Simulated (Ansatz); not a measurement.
CdO (rock salt)

```xyz
2
Lattice="0.0000 2.3454 2.3454 2.3454 0.0000 2.3454 2.3454 2.3454 0.0000" Properties=species:S:1:pos:R:3 pbc="T T T"
O      0.0000     0.0000     0.0000
Cd     2.3454     2.3454     2.3454
```

The slice is a {111} plane (indices of the conventional cell) through the point (0.000, 0.000, 0.000) (fractional), spanned by u = [100] and v = [-1 2 0] in vectors of this cell: u (3.32 Å) and v (5.75 Å, at 90° to u). It covers one period; positions are fractions (u, v).

Level of theory: PBEsol (plane waves to 420 eV, PAW, scalar-relativistic; Ansatz, a program for electronic structure). k mesh 12×12×12. Inside the PAW spheres the values are not all-electron values, and peaks at nuclei hang on which shells count as valence. CdO was relaxed with its symmetry unable to fall. The PAW data are Ansatz's earlier set.

### Question
Predict the map of the electron localisation function (ELF) on the slice.

### Answer
```
|xxxx997722000000227799xx|
|999999551100000011559999|
|887755110000000000115577|
|222211000000000000001122|
|000000000000000000000000|
|000000001122222211000000|
|000000115577887755110000|
|000011559999999999551100|
|0000227799xxxxxx99772200|
|0000338899xxxxxx99883300|
|0000227799xxxxxx99772200|
|000011559999999999551100|
|000000115577887755110000|
|000000001122222211000000|
|000000000000000000000000|
|222211000000000000001122|
|887755110000000000115577|
|999999551100000011559999|
|xxxx997722000000227799xx|
|xxxx998833000000338899xx|
```
Scale: ten equal steps from 0.07 (start of '0') to 0.81 (end of '9'), in the order '0123456789'. Values: electron localisation function (ELF). The map has 12 points along u (two characters each, u = 0 at the left) and 20 along v (v = 0 in the bottom row). Points within 0.5 Å of a nucleus are blanked (x), as the pseudised field means little there.
